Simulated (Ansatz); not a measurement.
HfCl₅: relaxation step by step

A trial structure of HfCl₅ was built thus: random cell by space group and Wyckoff sites (R-3m, No. 166). Lengths were set from tabulated atomic sizes, so they are only a guess.

```
Hf Cl
1.0
     3.23605    1.86833    4.52808
    -3.23605    1.86833    4.52808
     0.00000   -3.73667    4.52808
Hf Cl
1 5
Direct
  0.00000 0.00000 0.00000
  0.00000 0.00000 0.50000
  0.50000 0.00000 0.00000
  0.00000 0.50000 0.00000
  0.56887 0.56887 0.56887
  0.43113 0.43113 0.43113
```

The calculation used DFT PBE, scalar-relativistic, plane waves, PAW in Ansatz. Cutoff 420 eV, Gaussian smearing, Γ-centred meshes. Cell and atoms relax first on a coarse mesh and then on a finer one. In between, the cell is made exact in the group found at 0.06 Å. In metals the finer mesh still leaves noise of several meV/atom or more. The steps can't lower the symmetry of their start. No spin polarisation.

Steps on the 3×3×3 mesh (6 atoms, 10 steps). The free energy counts from the last step; the plane-wave basis is renewed at times, which shifts energy and pressure.

| step | ΔF (meV/atom) | V (Å³/atom) | P (GPa) | largest force component (eV/Å) |
| --- | --- | --- | --- | --- |
| 1 | 599.2 | 27.38 | -3.08 | 3.129 |
| 2 | 422.8 | 26.36 | -3.88 | 1.702 |
| 3 | 277.6 | 25.15 | -3.60 | 1.318 |
| 4 | 154.4 | 23.91 | -2.57 | 1.096 |
| 5 | 61.9 | 24.36 | -3.08 | 0.631 |
| 6 | 12.2 | 22.58 | 0.50 | 0.850 |
| 7 | 1.6 | 22.44 | 0.86 | 0.371 |
| 8 | 0.1 | 22.66 | 0.04 | 0.085 |
| 9 | 0.0 | 22.74 | -0.02 | 0.002 |
| 10 | 0.0 | 22.74 | -0.01 | 0.002 |

The relaxed structure, after a last relaxation on the converged mesh:

```yaml
crystal:
  lattice:
    - [3.45671, 1.99573, 3.30980]
    - [-3.45671, 1.99573, 3.30980]
    - [0.00000, -3.99147, 3.30980]
  atoms:
    - { symbol: Hf, position: [0.00000, 0.00000, 0.00000] }
    - { symbol: Cl, position: [0.00000, 0.00000, 0.50000] }
    - { symbol: Cl, position: [0.50000, 0.00000, 0.00000] }
    - { symbol: Cl, position: [0.00000, 0.50000, 0.00000] }
    - { symbol: Cl, position: [0.60100, 0.60100, 0.60100] }
    - { symbol: Cl, position: [0.39900, 0.39900, 0.39900] }
```

The symmetry stays R-3m (No. 166). The volume per atom shrinks by 16.6 %, from 27.4 to 22.8 Å³. The shortest distance goes from 1.87 Å (Cl–Cl) to 2.01 Å (Cl–Cl). The ratio c/a of the conventional cell changes by a factor of 0.68. The energy falls by about 0.60 eV/atom (the start's value is from the coarse mesh). Hf has 6 Cl at 2.59 Å; around Cl on a site of symmetry 2/m lie 2 Hf at 2.59 Å; Cl on a site of symmetry 3m has 1 Cl at 2.01 Å.

For HfCl₅, the volume per atom is 22.83 Å³ and the density is 4.31 g/cm³. The formation energy is −0.84 eV/atom and the gap on the 6×6×6 mesh of the 6-atom cell is 0 eV (a metal).

Energies over the elements count from the elements' standard structures at the same level (Cl₂ as a molecule), with no fitted energy shifts.

The last run used Gaussian smearing of 0.10 eV. These runs have no spin–orbit coupling, which can matter for Hf. An odd number of electrons in the primitive cell allows no gap without spin; a larger cell or a magnetic state could open one. A structure relaxed within its symmetry needn't be a true minimum. In all, the 3 runs took 3.2 min on 1 thread of AMD EPYC (Zen 3), on a shared host. Another cell of HfCl5 relaxed alike, in R-3m, lies 251 meV/atom lower, so this cell isn't the stable form at this level.
